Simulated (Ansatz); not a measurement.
CsHgCl3:
Space group Pm-3m (No. 221); a = b = c = 5.269 Å, α = β = γ = 90.00°

```csv
atom,site,symmetry,x,y,z
Cs,1a,m-3m,0.0000,0.0000,0.0000
Hg,1b,m-3m,0.5000,0.5000,0.5000
Cl,3c,4/mm.m,0.0000,0.5000,0.5000
```

Relaxed with PBEsol.

Q: Which orbitals make up the states near the Fermi level in PBEsol (plane waves, PAW; program Ansatz)?

A: Within 0.5 eV of the Fermi level: Cl 3p 73 %, Hg 5d 18 %, Hg 6s 7 %. Projections are on Löwdin-orthogonalised atomic valence shells; empty p or d shells of many metals are not among them.

Q: Tabulate the density of states.

A: States/eV per cell of 5 atoms, in 0.25 eV bins, energy from the Fermi level.

```
E (eV)  total  Cl 3p  Hg 5d  Cs 5p
------  -----  -----  -----  -----
-7.85    0.00   0.00   0.00   0.00
-7.60    0.00   0.00   0.00   0.00
-7.35    0.00   0.00   0.00   0.00
-7.10    0.00   0.00   0.00   0.00
-6.85    1.23   0.09   0.07   1.06
-6.60   26.05   1.65   3.44  20.73
-6.35    5.26   1.13   3.08   0.77
-6.10    2.92   0.73   1.87   0.08
-5.85    3.79   0.65   2.86   0.07
-5.60   24.45   1.32  22.20   0.62
-5.35    1.94   0.37   1.34   0.01
-5.10    0.71   0.38   0.12   0.00
-4.85    0.80   0.44   0.13   0.00
-4.60    0.99   0.52   0.19   0.00
-4.35    1.41   0.70   0.32   0.00
-4.10    1.32   0.71   0.26   0.00
-3.85    0.78   0.53   0.08   0.01
-3.60    0.43   0.36   0.02   0.01
-3.35    1.82   1.68   0.05   0.02
-3.10    1.87   1.61   0.14   0.01
-2.85    1.53   1.21   0.18   0.01
-2.60    1.52   1.18   0.19   0.01
-2.35    2.89   2.36   0.25   0.02
-2.10    8.24   6.93   0.53   0.09
-1.85   12.43  11.44   0.47   0.28
-1.60   11.64  11.20   0.27   0.03
-1.35   10.99  10.58   0.23   0.06
-1.10    5.70   5.38   0.22   0.01
-0.85    1.71   1.42   0.23   0.00
-0.60    1.35   1.08   0.23   0.00
-0.35    1.25   0.96   0.24   0.00
-0.10    1.06   0.80   0.21   0.00
0.15     0.09   0.02   0.00   0.00
0.40     0.12   0.03   0.00   0.00
0.65     0.16   0.05   0.00   0.00
0.90     0.20   0.06   0.00   0.00
1.15     0.24   0.08   0.00   0.00
1.40     0.29   0.09   0.00   0.00
1.65     0.34   0.11   0.00   0.00
1.90     0.41   0.14   0.01   0.00
2.15     0.49   0.17   0.01   0.00
2.40     0.61   0.22   0.01   0.00
2.65     0.89   0.33   0.02   0.00
2.90     0.88   0.32   0.02   0.00
3.15     0.76   0.27   0.01   0.00
3.40     0.68   0.24   0.01   0.00
3.65     0.59   0.21   0.01   0.00
3.90     0.54   0.18   0.01   0.00
4.15     0.35   0.12   0.00   0.00
4.40     0.17   0.05   0.00   0.00
4.65     0.08   0.02   0.00   0.00
```

The workflow started from an entry of the Crystallography Open Database (COD), which files this formula under 2 space groups. Its standing as an ambient phase is unchecked. Symmetry was held in the PBEsol relaxation; of distortions, only those at the zone centre were tested. Scalar-relativistic: spin–orbit coupling is off unless named, which matters more the heavier the elements.

Potentials: the later of the program's two PAW sets.
